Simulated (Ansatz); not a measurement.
TiSi:
```
TiSi
1.0
    6.50572     0.00000     0.00000
    0.00000     3.63392     0.00000
    0.00000     0.00000     4.99042
Ti Si
4 4
Direct
  0.67584   0.25000   0.37155
  0.32416   0.75000   0.62845
  0.82416   0.75000   0.87155
  0.17584   0.25000   0.12845
  0.54402   0.25000   0.85534
  0.45598   0.75000   0.14466
  0.95598   0.75000   0.35534
  0.04402   0.25000   0.64466
```

Relaxed with r²SCAN. Special points in fractions of this cell's reciprocal vectors: Γ (0.000, 0.000, 0.000); X (0.500, 0.000, 0.000); S (0.500, 0.500, 0.000); Y (0.000, 0.500, 0.000); Z (0.000, 0.000, 0.500); U (0.500, 0.000, 0.500); R (0.500, 0.500, 0.500); T (0.000, 0.500, 0.500).

### Question
List the band energies nearest the Fermi level at these points for DFT-r²SCAN in the program Ansatz with PAW potentials.

### Answer
In eV from the Fermi level; about four levels below and three above (degenerate sets whole), none deeper than 8.9 eV; points with the same levels are listed once.

| k | below | above |
|---|---|---|
| Γ | -0.74 -0.55 -0.36 -0.16 | 0.35 0.62 0.66 |
| X | -0.81 -0.81 -0.47 -0.47 | 0.41 0.41 0.61 0.61 |
| S | -1.83 -1.83 -1.83 -1.83 | 1.83 1.83 1.83 1.83 |
| Y | -1.79 -1.79 -1.73 -1.73 | 1.55 1.55 1.91 1.91 |
| Z | -0.93 -0.93 -0.33 -0.33 | 0.43 0.43 0.81 0.81 |
| U | -0.95 -0.95 -0.75 -0.75 | 0.46 0.46 0.75 0.75 |
| R | -1.42 -1.42 -1.42 -1.42 | 1.36 1.36 1.36 1.36 |
| T | -0.44 -0.44 -0.02 -0.02 | 0.77 0.77 1.97 1.97 |

Space group Pnma. The first step of the workflow began from a Materials Project structure, measured or hypothetical; the Crystallography Open Database copy checked does not list it. COD files the formula under space group No. 25, so this cell is another polymorph or a model. Its standing as an ambient phase is unchecked. Symmetry was held in the r²SCAN relaxation; of distortions, only those at the zone centre were tested. No spin polarisation was allowed.

Potentials: the earlier of the program's two PAW sets.
